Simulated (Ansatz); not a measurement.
Values for one crystal, relaxed and computed with PBEsol in the plane-wave PAW code Ansatz; other levels are named.

| Property | Value |
|---|---|
| Volume per atom | 15.31 Å³ |
| Electronic character | metallic (no gap) |
| Zone-centre stability | no imaginary mode at Γ |
| Elastic constants (relaxed ions, GPa) | C11 = 151, C12 = 139, C44 = 57.8 |
| Gap with spin–orbit coupling | none (metallic) |
| Highest zone-centre frequency | 144 cm⁻¹ |
| Mechanical stability | stable (all eigenvalues of C positive) |

**Question.** Pick the material that matches.
A. ScZn, CsCl type
B. VPt, L1₀ or tetragonal B2
C. ZnAu, CsCl type
D. VRu, CsCl type

**Answer.** C, ZnAu, CsCl type

Space group Pm-3m (CsCl type). The PBEsol relaxation kept the symmetry of its start. As this level gives no gap, shear constants depend on the k-mesh and smearing (Fermi–Dirac, 0.1 eV here). As this level gives no gap, phonon frequencies hold no LO–TO term and depend on the k-mesh and smearing (Fermi–Dirac, 0.1 eV here). Scalar-relativistic: spin–orbit coupling is off unless named, which matters more the heavier the elements.

Potentials: the later of the program's two PAW sets.
